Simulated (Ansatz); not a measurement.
Input for Ansatz (plane-wave DFT, PAW):

```yaml
crystal:
  lattice:
    - [4.8993895515, 0.0, 0.0]
    - [0.0, 4.8993895515, 0.0]
    - [0.0, 0.0, 3.3062063285]
  atoms:
    - { symbol: Mn, position: [0.0, 0.0, 0.0], spin: 4.65 }
    - { symbol: Mn, position: [0.5, 0.5, 0.5], spin: 4.65 }
    - { symbol: F, position: [0.3052572744, 0.3052572744, 0.0] }
    - { symbol: F, position: [0.1947427256, 0.8052572744, 0.5] }
    - { symbol: F, position: [0.6947427256, 0.6947427256, 0.0] }
    - { symbol: F, position: [0.8052572744, 0.1947427256, 0.5] }
basis:
  ecutwfc: 420
kpoints:
  mp_grid: { grid: [6, 6, 8] }
hamiltonian:
  xc: pbe
scf:
  occupations: { method: gaussian, width: 0.02 }
output:
  forces: true
  stress: true
  eigenvalues: true
  populations: true
magnetization:
  spin_polarized: true
relax:
  adjacent_minimum: "off"
  f_tol: 0.01
  max_steps: 30
  cell: { stress_tol: 0.1, fix: [volume] }
```

Launched with
```bash
ansatz run input.yaml --threads 2 --pin off --max-ram 5120MiB --backend cpu --events-out ev --progress --plain --runs-dir out
```

Level of theory: Ansatz, DFT PBE, scalar-relativistic, plane waves, PAW.

Part of what the program printed, abridged:

```
Pseudopotentials: kind: paw
Pseudopotential: Mn, paw, valence charge 15, recommended cutoff 420 eV (normal)
Pseudopotential: F, paw, valence charge 7, recommended cutoff 420 eV (normal)
Functional definition: PBE
Crystal: 6 atoms, lattice volume = 79.362 Å³
Basis set: ecut = 420 eV, 1535 PW (Γ), exchange–correlation on 72×72×48 points (8 copies of the dense FFT grid, shifted against one another)
Bands: 41, of which v1, the nominal top of the filled ones, is band 29 counted from 1 (28 counted from 0)
Symmetry: 16 space group operations
Space group: P42/mnm (ITA 136), of the structure as read, at distance tolerance 4.3e-5 Å
Magnetic group: BNS 136.495 (UNI 1155), of the structure as read, at distance tolerance 4.3e-5 Å
k-points: 50 of 288
Initial density: superposition of atomic densities (chi_scale 0.1, normalization cell, long waves kept (reshape's long-wave potential 0.02 eV rms))
Starting moments: Σ|m| = 9.3 μB on 2 of 6 sites
Initial wavefunctions: pseudopotential atomic-orbital guess
Functional: x = pbe(κ = 0.804, μ = 0.21951497), c = pbe(β = 0.06672455)
SCF iter   1: F=—  HF=-11045.539325 eV  |F-HF|=—  |Δ(HF+E_count)|=         —  Δρ=1.71e-1 (↑1.56e-1 ↓1.71e-1) dr2=7.28e1  dr2_m=9.76e-1  M=9.736 μB ∫|m|=9.736 μB  β_m=0.30  ethr=3.10e-3  ⟨swp⟩=6.0  Hψ=15306  notcnv=0
Mixer restart at iter 1: flushing history
spin=Collinear: Kerker preconditioning applied to the charge; magnetization (m = ρ↑ − ρ↓) channel mixes plain (no charge-response kernel on spin).
SCF iter   2: F=—  HF=-11036.659689 eV  |F-HF|=—  |Δ(HF+E_count)|=    8.88e0  Δρ=7.47e-2 (↑7.47e-2 ↓3.50e-2) dr2=9.89e0  dr2_m=6.00e-1  M=10.000 μB ∫|m|=10.000 μB  β_m=0.36  ethr=3.10e-3  ⟨swp⟩=3.4  Hψ=9489  notcnv=0  defer=458
spin=Collinear: Resta preconditioning applied to the charge; magnetization (m = ρ↑ − ρ↓) channel mixes plain (no charge-response kernel on spin).
SCF iter   3: F=—  HF=-11034.577784 eV  |F-HF|=—  |Δ(HF+E_count)|=    2.08e0  Δρ=3.11e-2 (↑3.11e-2 ↓1.51e-2) dr2=2.06e0  dr2_m=1.11e-1  M=10.000 μB ∫|m|=10.001 μB  β_m=0.57  ethr=3.10e-3  ⟨swp⟩=2.9  Hψ=9029  notcnv=0  defer=437
SCF iter   4: F=—  HF=-11033.894139 eV  |F-HF|=—  |Δ(HF+E_count)|=   6.84e-1  Δρ=1.02e-2 (↑1.02e-2 ↓9.47e-3) dr2=1.66e-1  dr2_m=5.88e-3  M=10.000 μB ∫|m|=10.002 μB  β_m=0.74  ethr=3.10e-3  ⟨swp⟩=2.7  Hψ=7190  notcnv=0  defer=423
SCF iter   5: F=—  HF=-11033.956286 eV  |F-HF|=—  |Δ(HF+E_count)|=         —  Δρ=3.88e-3 (↑2.51e-3 ↓3.88e-3) dr2=1.96e-2  dr2_m=2.02e-3  M=10.000 μB ∫|m|=10.002 μB  β_m=0.74  ethr=2.87e-4  ⟨swp⟩=3.2  Hψ=7893  notcnv=0  defer=419
Mixer restart at iter 5: flushing history
SCF iter   6: F=—  HF=-11033.964714 eV  |F-HF|=—  |Δ(HF+E_count)|=   8.43e-3  Δρ=1.46e-3 (↑1.46e-3 ↓1.32e-3) dr2=3.98e-3  dr2_m=7.50e-4  M=10.000 μB ∫|m|=10.001 μB  β_m=0.87  ethr=3.38e-5  ⟨swp⟩=3.1  Hψ=7557  notcnv=0  defer=417
SCF iter   7: F=—  HF=-11033.967846 eV  |F-HF|=—  |Δ(HF+E_count)|=   3.13e-3  Δρ=1.16e-3 (↑1.16e-3 ↓6.95e-4) dr2=1.75e-3  dr2_m=1.07e-4  M=10.000 μB ∫|m|=10.001 μB  β_m=0.76  ethr=6.86e-6  ⟨swp⟩=2.1  Hψ=7095  notcnv=0  defer=417
SCF iter   8: F=—  HF=-11033.967768 eV  |F-HF|=—  |Δ(HF+E_count)|=   7.75e-5  Δρ=2.14e-4 (↑1.66e-4 ↓2.14e-4) dr2=1.60e-4  dr2_m=1.72e-6  M=10.000 μB ∫|m|=10.001 μB  β_m=0.88  ethr=3.01e-6  ⟨swp⟩=2.0  Hψ=7599  notcnv=0  defer=417
SCF iter   9: F=—  HF=-11033.967959 eV  |F-HF|=—  |Δ(HF+E_count)|=   1.90e-4  Δρ=8.72e-5 (↑8.72e-5 ↓5.18e-5) dr2=8.17e-6  dr2_m=5.34e-7  M=10.000 μB ∫|m|=10.001 μB  β_m=0.94  ethr=2.75e-7  ⟨swp⟩=2.0  Hψ=6388  notcnv=0  defer=417
SCF iter  10: F=—  HF=-11033.967946 eV  |F-HF|=—  |Δ(HF+E_count)|=   1.25e-5  Δρ=3.27e-5 (↑3.27e-5 ↓2.17e-5) dr2=1.19e-6  dr2_m=8.55e-8  M=10.000 μB ∫|m|=10.001 μB  β_m=0.85  ethr=1.41e-8  ⟨swp⟩=2.0  Hψ=6200  notcnv=0  defer=417
SCF iter  11: F=—  HF=-11033.967946 eV  |F-HF|=—  |Δ(HF+E_count)|=   2.58e-7  Δρ=6.45e-6 (↑6.45e-6 ↓5.04e-6) dr2=8.36e-8  dr2_m=1.13e-9  M=10.000 μB ∫|m|=10.001 μB  β_m=0.93  ethr=2.05e-9  ⟨swp⟩=2.0  Hψ=6751  notcnv=0  defer=417
SCF iter  12: F=-11033.967946 eV  HF=-11033.967946 eV  |F-HF|=1.44e-8  |Δ(HF+E_count)|=   1.33e-7  Δρ=2.03e-6 (↑2.03e-6 ↓1.55e-6) dr2=8.75e-9  dr2_m=2.06e-10  M=10.000 μB ∫|m|=10.001 μB  ethr=1.44e-10  ⟨swp⟩=8.1  Hψ=17348  notcnv=0
SCF 1 converged in 12 iterations: F = -11033.967946 eV  dr2 = 8.75e-9
relax step   1: F+E_penalty+E_count = -11033.96794603 eV  Δ(F+E_penalty+E_count) = +0.000e0 eV  max|allowed force component| = 2.713e-2 eV/Å  Δτ_max = 0.0000 Å  P = +2.880 GPa  Ω = 79.362 Å³  fix = [volume]  reactions: volume +2.880 GPa (12 SCF iters, dr2 threshold 1.00e-7 eV, accepted)
Initial density: handed on by an earlier stage of this run
Starting moments: Σ|m| = 9.3 μB on 2 of 6 sites; this step starts from the density that it was given
Initial wavefunctions: those handed on with the density
SCF iter   1: F=—  HF=-11033.968424 eV  |F-HF|=—  |Δ(HF+E_count)|=         —  Δρ=1.43e-4 (↑1.22e-4 ↓1.43e-4) dr2=1.64e-5  dr2_m=2.87e-6  M=10.000 μB ∫|m|=10.001 μB  β_m=0.65  ethr=2.54e-8  ⟨swp⟩=3.1  Hψ=19275  notcnv=0
spin=Collinear: Resta preconditioning applied to the charge; magnetization (m = ρ↑ − ρ↓) channel mixes plain (no charge-response kernel on spin).
SCF iter   2: F=—  HF=-11033.968434 eV  |F-HF|=—  |Δ(HF+E_count)|=   9.93e-6  Δρ=5.70e-5 (↑5.01e-5 ↓5.70e-5) dr2=3.02e-6  dr2_m=5.30e-7  M=10.000 μB ∫|m|=10.001 μB  β_m=0.65  ethr=2.54e-8  ⟨swp⟩=2.5  Hψ=6931  notcnv=0
SCF iter   3: F=—  HF=-11033.968437 eV  |F-HF|=—  |Δ(HF+E_count)|=   3.02e-6  Δρ=8.76e-6 (↑8.76e-6 ↓8.76e-6) dr2=7.13e-8  dr2_m=1.83e-8  M=10.000 μB ∫|m|=10.001 μB  β_m=0.82  ethr=5.21e-9  ⟨swp⟩=2.0  Hψ=6778  notcnv=0
SCF iter   4: F=-11033.968437 eV  HF=-11033.968437 eV  |F-HF|=6.47e-9  |Δ(HF+E_count)|=   1.11e-7  Δρ=3.26e-6 (↑2.43e-6 ↓3.26e-6) dr2=1.25e-8  dr2_m=9.84e-10  M=10.000 μB ∫|m|=10.001 μB  ethr=1.23e-10  ⟨swp⟩=2.0  Hψ=11082  notcnv=0
SCF 2 converged in 4 iterations: F = -11033.968437 eV  dr2 = 1.25e-8
relax step   2: F+E_penalty+E_count = -11033.96843743 eV  Δ(F+E_penalty+E_count) = -4.914e-4 eV  max|allowed force component| = 2.508e-2 eV/Å  Δτ_max = 0.0002 Å  P = +2.837 GPa  Ω = 79.362 Å³  energy of the carried Pulay correction = +1.036e-16 eV  fix = [volume]  reactions: volume +2.837 GPa (4 SCF iters, dr2 threshold 4.88e-7 eV, accepted)
Basis set: ecut = 420 eV, 1543 PW (Γ), exchange–correlation on 72×72×48 points (8 copies of the dense FFT grid, shifted against one another)
SCF iter   1: F=—  HF=-11033.968993 eV  |F-HF|=—  |Δ(HF+E_count)|=         —  Δρ=5.92e-4 (↑3.96e-4 ↓5.92e-4) dr2=1.71e-4  dr2_m=2.60e-5  M=10.000 μB ∫|m|=10.001 μB  β_m=0.65  ethr=2.99e-7  ⟨swp⟩=2.0  Hψ=18136  notcnv=0
spin=Collinear: Resta preconditioning applied to the charge; magnetization (m = ρ↑ − ρ↓) channel mixes plain (no charge-response kernel on spin).
SCF iter   2: F=—  HF=-11033.969042 eV  |F-HF|=—  |Δ(HF+E_count)|=   4.90e-5  Δρ=2.19e-4 (↑1.40e-4 ↓2.19e-4) dr2=1.97e-5  dr2_m=4.91e-6  M=10.000 μB ∫|m|=10.001 μB  β_m=0.64  ethr=2.94e-7  ⟨swp⟩=2.8  Hψ=7127  notcnv=0
SCF iter   3: F=—  HF=-11033.969062 eV  |F-HF|=—  |Δ(HF+E_count)|=   1.96e-5  Δρ=3.12e-5 (↑3.12e-5 ↓2.90e-5) dr2=8.75e-7  dr2_m=2.10e-7  M=10.000 μB ∫|m|=10.001 μB  β_m=0.82  ethr=3.40e-8  ⟨swp⟩=2.1  Hψ=6617  notcnv=0
SCF iter   4: F=—  HF=-11033.969062 eV  |F-HF|=—  |Δ(HF+E_count)|=   7.42e-7  Δρ=9.13e-6 (↑8.69e-6 ↓9.13e-6) dr2=1.05e-7  dr2_m=1.23e-8  M=10.000 μB ∫|m|=10.001 μB  β_m=0.76  ethr=1.51e-9  ⟨swp⟩=2.0  Hψ=6319  notcnv=0
SCF iter   5: F=-11033.969062 eV  HF=-11033.969062 eV  |F-HF|=2.24e-10  |Δ(HF+E_count)|=   3.30e-8  Δρ=2.19e-6 (↑2.19e-6 ↓2.01e-6) dr2=8.68e-9  dr2_m=3.06e-10  M=10.000 μB ∫|m|=10.001 μB  ethr=1.82e-10  ⟨swp⟩=2.0  Hψ=11782  notcnv=0
SCF 3 converged in 5 iterations: F = -11033.969062 eV  dr2 = 8.68e-9
relax step   3: F+E_penalty+E_count = -11033.96906227 eV  Δ(F+E_penalty+E_count) = -6.248e-4 eV  max|allowed force component| = 4.800e-3 eV/Å  Δτ_max = 0.0057 Å  P = +2.725 GPa  Ω = 79.362 Å³  energy of the carried Pulay correction = +1.036e-16 eV  fix = [volume]  reactions: volume +2.725 GPa (5 SCF iters, dr2 threshold 2.10e-7 eV, accepted)
Initial wavefunctions: pseudopotential atomic-orbital guess (no wavefunctions were taken with the density)
SCF iter   1: F=—  HF=-11033.969196 eV  |F-HF|=—  |Δ(HF+E_count)|=         —  Δρ=2.56e-5 (↑2.56e-5 ↓2.49e-5) dr2=2.12e-7  dr2_m=5.26e-9  M=10.000 μB ∫|m|=10.001 μB  β_m=0.65  ethr=8.30e-8  ⟨swp⟩=3.0  Hψ=26230  notcnv=0
spin=Collinear: Resta preconditioning applied to the charge; magnetization (m = ρ↑ − ρ↓) channel mixes plain (no charge-response kernel on spin).
SCF iter   2: F=—  HF=-11033.969204 eV  |F-HF|=—  |Δ(HF+E_count)|=   8.17e-6  Δρ=1.02e-5 (↑1.02e-5 ↓9.75e-6) dr2=4.01e-8  dr2_m=8.59e-10  M=10.000 μB ∫|m|=10.001 μB  β_m=0.65  ethr=3.66e-10  ⟨swp⟩=2.2  Hψ=6339  notcnv=0
SCF iter   3: F=—  HF=-11033.969205 eV  |F-HF|=—  |Δ(HF+E_count)|=   1.38e-6  Δρ=1.26e-6 (↑1.26e-6 ↓1.13e-6) dr2=1.58e-9  dr2_m=7.33e-11  M=10.000 μB ∫|m|=10.001 μB  β_m=0.62  ethr=6.91e-11  ⟨swp⟩=2.0  Hψ=6162  notcnv=0
SCF iter   4: F=—  HF=-11033.969205 eV  |F-HF|=—  |Δ(HF+E_count)|=   5.48e-8  Δρ=3.85e-7 (↑3.26e-7 ↓3.85e-7) dr2=3.82e-10  dr2_m=1.17e-11  M=10.000 μB ∫|m|=10.001 μB  β_m=0.81  ethr=2.72e-12  ⟨swp⟩=2.0  Hψ=6387  notcnv=0
SCF iter   5: F=-11033.969205 eV  HF=-11033.969205 eV  |F-HF|=1.27e-11  |Δ(HF+E_count)|=   1.80e-9  Δρ=1.54e-7 (↑1.54e-7 ↓8.23e-8) dr2=4.07e-11  dr2_m=1.99e-12  M=10.000 μB ∫|m|=10.001 μB  ethr=1.00e-12  ⟨swp⟩=3.1  Hψ=10341  notcnv=0
SCF 4 converged in 5 iterations: F = -11033.969205 eV  dr2 = 4.07e-11
WARN: an SCF from antiferromagnetic starting moments (-4.66, 4.66, 0.00, 0.00, 0.00, 0.00 Bohr magnetons, atom by atom) was not made, by what the run has read of turns of its moments that order reads lower: the deck asks for what bars it, or types moments that do (magnetization.spin_polarized, in the input reference, names some of the keys), or the run goes by scf.lower_state_search: light, the default, which as a rule tries one only behind a close that has lost an order of both signs, or on which an open d or half-filled 4f shell of a PAW file has lost a moment that was set nearer to Hund's than to what is left; or, under a Hubbard U, one that names an f shell that the input leaves bare bes ...
SCF converged after 5 iterations
Magnetization: 10.0000 μB (34.0000 up, 24.0000 down)
Absolute magnetization: 10.0011 μB (∫|ρ↑−ρ↓|, with the PAW one-centre terms)
Spin contamination: 0.0065 ħ² per cell (⟨S²⟩ above its minimum at these occupations)
Per-site moments (μB) at R_I (Å): [(4.18868795, 0.86815574), (4.18868795, 0.86815574), (0.10252681, 0.86815574), (0.10252681, 0.86815574), (0.10252681, 0.86815574), (0.10252681, 0.86815574)]
Free energy (F): -11033.969205 eV
Harris-Foulkes:  -11033.969205 eV  (|F-HF|=1.27e-11)
Internal energy: -11033.969205 eV  (E = F + TS)
E sigma→0 (E₀):  -11033.969205 eV
Fermi energy:    7.780522 eV
--- Per-component energies (eV) ---
  E_band       = -821.614528
  E_kinetic    = 1421.929496
  E_local      = -7253.437238  (includes V_loc(G=0)·N_el)
  E_nonlocal   = 808.343533
  E_hartree    = 2890.934506
  E_xc         = -538.271238
  E_vxc        = -688.803491  (∫ρ·V_xc dr)
  E_paw        = -3422.019421  (= ΣΔE_a)
  E_vpaw       = -891.524577  (= ΣTr[D̂ρ^β])
  E_aug_tail   = 0.008175  (compensation charges beyond the density's cutoff)
  E_ewald      = -4941.457019
  E_smearing   =  0.000000  (= −TS)
--- Forces (eV/Å), atoms counted from 1 ---
  atom   1  Mn     0.00000000     0.00000000     0.00000000
  atom   2  Mn     0.00000000     0.00000000     0.00000000
  atom   3  F      0.00475261     0.00475261     0.00000000
  atom   4  F     -0.00475261     0.00475261     0.00000000
  atom   5  F     -0.00475261    -0.00475261     0.00000000
  atom   6  F      0.00475261    -0.00475261     0.00000000
--- Stress (GPa, compression-positive) ---
        2.710361       0.000000       0.000000
        0.000000       2.710361       0.000000
        0.000000       0.000000       2.754860
  P = ⅓ Tr σ = 2.7252 GPa (27.252 kbar)
--- Band table (eV; the first three rows and the last of 100) ---
  k-point 0 ↑: bands = ["-74.1046", "-74.1042", "-42.9137", "-42.9137", "-42.8600", "-42.8599", "-42.8599", "-42.8582", "-17.4367", "-16.9362", "-16.8832", "-16.8832", "-1.0403", "-0.1840", "0.4571", "0.6492", "0.6492", "1.0670", "1.0851", "1.0851", "1.9958", "2.4091", "2.4091", "2.7061", "4.7582", "4.8284", "4.8935", "4.9720", "4.9720", "5.4725", "5.6758", "6.6450", "6.6450", "7.2288", "8.3322", "13.6852", "13.6852", "14.9313", "16.7607", "18.4699", "18.6195"]
  k-point 1 ↑: bands = ["-74.1045", "-74.1041", "-42.9132", "-42.9132", "-42.8628", "-42.8612", "-42.8597", "-42.8597", "-17.4004", "-16.9364", "-16.8853", "-16.8853", "-0.9382", "-0.1426", "0.5502", "0.5680", "0.5680", "0.8939", "1.2156", "1.2156", "1.6981", "2.3003", "2.3003", "2.6516", "4.8386", "4.8586", "4.8838", "5.0249", "5.0249", "5.5766", "5.6298", "6.5213", "6.5213", "7.1347", "8.7603", "14.0616", "14.0616", "14.9987", "16.8378", "18.0905", "18.5491"]
  k-point 2 ↑: bands = ["-74.1041", "-74.1038", "-42.9120", "-42.9120", "-42.8697", "-42.8684", "-42.8593", "-42.8593", "-17.3035", "-16.9455", "-16.8904", "-16.8904", "-0.6652", "-0.0514", "0.5148", "0.5148", "0.5283", "0.8173", "1.0836", "1.3694", "1.3694", "2.0497", "2.0497", "2.4674", "4.8881", "4.9170", "4.9806", "5.1569", "5.1569", "5.5010", "5.8079", "6.2702", "6.2702", "6.8654", "9.8658", "15.0044", "15.0044", "15.0290", "17.0242", "17.0814", "18.3212"]
  k-point 49 ↓: bands = ["-69.0203", "-69.0203", "-37.9418", "-37.9418", "-37.8971", "-37.8971", "-37.8739", "-37.8739", "-16.8365", "-16.8365", "-16.7305", "-16.7305", "-0.0898", "-0.0898", "0.5165", "0.5165", "1.3103", "1.3103", "1.5647", "1.5647", "2.3921", "2.3921", "2.4817", "2.4817", "9.3832", "9.3832", "9.4729", "9.4729", "9.6193", "9.6193", "10.1760", "10.1760", "10.5637", "10.5637", "15.6420", "15.6420", "15.6572", "15.6572", "16.5876", "16.5876", "16.8926"]
--- Relaxed structure (3 steps of the walk, 3 accepted, 1 SCFs on fresh bases) ---
  F+E_penalty+E_count = -11033.96920509 eV   max|allowed force component| = 4.753e-3 eV/Å   (the final SCF, on the basis selected at the relaxed cell)
  cell:  # Å, volume = 79.3622 Å³
    - [4.88787006, 0.0, 0.0]
    - [0.0, 4.88787006, 0.0]
    - [0.0, 0.0, 3.32180848]
  atoms:
    - { symbol: Mn, position: [0.0, 0.0, 0.0] }
    - { symbol: Mn, position: [0.5, 0.5, 0.5] }
    - { symbol: F, position: [0.30446616, 0.30446616, 0.0] }
    - { symbol: F, position: [0.19553383, 0.80446616, 0.5] }
    - { symbol: F, position: [0.69553383, 0.69553383, 0.0] }
    - { symbol: F, position: [0.80446616, 0.19553383, 0.5] }
--- Löwdin populations: 6 sites ---
  site symbol q [e]    m [muB]
     0     Mn     13.6047     4.7390
     1     Mn     13.6047     4.7390
     2      F      7.6504     0.1203
     3      F      7.6504     0.1203
     4      F      7.6504     0.1203
     5      F      7.6504     0.1203
  spilling = 0.003258 (of n_electrons = 58.000000)
```

The relaxation met its thresholds.

The run took 73 s on 2 threads of AMD EPYC 7R43 64-Core Processor (Zen 3), on a shared host, peak memory 0.56 GiB.

The state reached may not be the lowest one. The program reads another magnetic order as possibly lower. Moments started parallel, and an antiferromagnetic order may lie lower.